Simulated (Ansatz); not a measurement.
SiO$_{2}$:
Space group R32, hexagonal axes (No. 155); a = 7.958 Å, b = 7.958 Å, c = 7.849 Å, α = 90.00°, β = 90.00°, γ = 120.00°

```
atom  site  symmetry       x       y       z
----  ----  --------  ------  ------  ------
Si      9e        .2  0.7847  0.7847  0.5000
O       9e        .2  0.1904  0.1904  0.5000
O       9d        .2  0.0000  0.3339  0.0000
```
(The calculation used a cell of 9 atoms; values per cell refer to that cell.)

This is the r²SCAN-relaxed structure.

**Question.** All from DFT-r²SCAN in the program Ansatz with PAW potentials, unless another level is named. Give the Born charges (a third of the trace).

**Answer.** Si +3.20, O -1.66 to -1.54 e.

**Question.** Next, the Bader charges?

**Answer.** Si +3.36, O -1.68 e.

**Question.** Next, the largest static χ(2) component?

**Answer.** 0.63 pm/V.

**Question.** Give the electronic dielectric constant ε∞ (DFPT).

**Answer.** 2.03 (xx = yy), 2.08 (zz).

The first step of the workflow began from a Materials Project structure, measured or hypothetical; the Crystallography Open Database copy checked does not list it. It is not the phase usual at ambient conditions (space group No. 92, 152, 154). The r²SCAN relaxation kept the symmetry of its start; phonons show weakly imaginary modes.

Potentials: the earlier of the program's two PAW sets.
